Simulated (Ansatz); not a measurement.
Values for one crystal, relaxed and computed with the program Ansatz at the r²SCAN level (PAW); other levels are named.

```yaml
volume_per_atom: 12.09 Å³
band_gap: 1.77 eV (direct)
Hole effective mass with spin–orbit coupling: 1.3, 1.3, 1.7 mₑ (principal values)
Gap with spin–orbit coupling: 1.77 eV
HSE06 gap on the r²SCAN cell: 2.84 eV
Electron effective mass with spin–orbit coupling: 0.19, 0.23, 0.23 mₑ (principal values)
valence_band_maximum: at Γ
```

**Question.** Which compound is it?
(A) SnF4, I4/mmm (Sn on 2a, F on 4e, F on 4c)
(B) VBiO4, I4_1/a (Bi on 4a, V on 4b, O on 16f)
(C) TiO2, rutile
(D) SnO2, rutile

**Answer.** D, SnO2, rutile

Space group P4_2/mnm (rutile). The r²SCAN relaxation kept the symmetry of its start. Spin–orbit coupling is left out wherever it is not named.

Potentials: the later of the program's two PAW sets.
